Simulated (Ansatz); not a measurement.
Input and command of a plane-wave DFT calculation in Ansatz:

```yaml
crystal:
  lattice:
    - [3.0792856682, 0.0, 0.0]
    - [0.0, 3.0792856682, 0.0]
    - [0.0, 0.0, 3.0792856682]
  atoms:
    - { symbol: Fe, position: [0.0, 0.0, 0.0] }
    - { symbol: C, position: [0.0, 0.5, 0.5] }
    - { symbol: C, position: [0.5, 0.0, 0.5] }
    - { symbol: C, position: [0.5, 0.5, 0.0] }
basis:
  ecutwfc: 420
kpoints:
  mp_grid: { grid: [16, 16, 16] }
hamiltonian:
  xc: pbe
scf:
  occupations: { method: gaussian, width: 0.1 }
output:
  forces: true
  stress: true
  eigenvalues: true
relax:
  adjacent_minimum: "off"
  f_tol: 0.01
  max_steps: 80
  cell: { stress_tol: 0.05 }
```

```bash
ansatz run input.yaml --threads 1 --pin off --max-ram 2560MiB --backend cpu --events-out ev --progress --plain --runs-dir out
```

Processor: Arm Neoverse V2, 1 thread, on a host shared with other jobs.

**Question.** How long does it run, and how much memory does it take?

**Answer.** About 18 s on 1 thread of Arm Neoverse V2, with other jobs on the host, peak memory 0.37 GiB. It solves 18 bands at 165 k points (the mesh reduced by the symmetry that the task leaves, which can be less than the crystal's) with about 587 plane waves (on the last cell), in 26 SCF iterations over 4 ionic steps.
